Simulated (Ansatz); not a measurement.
YbMn2As2, a database entry at a rescaled volume

```
CELL_PARAMETERS angstrom
2.14371 3.71301 0.00000
-2.14371 3.71301 0.00000
0.00000 0.00000 7.06521
ATOMIC_POSITIONS crystal
As 0.33330 0.33340 0.26000
As 0.66670 0.66660 0.74000
Mn 0.33330 0.33340 0.62000
Mn 0.66670 0.66660 0.38000
Yb 0.00000 0.00000 0.00000
```

Method: r2SCAN, spin-orbit coupling; PAW, plane waves to 500 eV, 5×5×3 Γ-centred mesh, fermi-dirac occupations (width 0.0448 eV) (Ansatz 0.2.0), atoms fixed.

The state carries no moments; the state need not be the lowest.

(1) Is there a gap?

(2) Which element gives electrons and which takes them?

(3) Where is the largest force?

(4) What does the stress say?

Origin: a database entry at a rescaled volume. Caveats: no spin polarisation, so a magnetic state may lie lower; the k mesh is coarse if the cell is a metal; atoms or cell far from equilibrium; f levels without a U or exact exchange are poorly placed.

Results:

(1) It is a metal on this mesh, though the bands barely overlap, with about 21 states/eV a cell as the mean within 0.25 eV of the Fermi level, mostly Yb f (59 %) and Mn d (37 %).

(2) Bader charges in e: Yb +1.56, Mn +0.52, As -1.30. In the mean Yb gives up most and As takes most.

(3) The largest is on As1 (and as large on other atoms): 1.65 eV/Å, components (0.00, 0.00, 1.65). It makes 0° with the line to a nearest neighbour, Mn3 at 2.54 Å, pointing towards it.

(4) The pressure is -19.0 GPa (compression positive), so with the atoms held at these fractions the cell would first shrink; the forces are large, so a full relaxation may end otherwise.
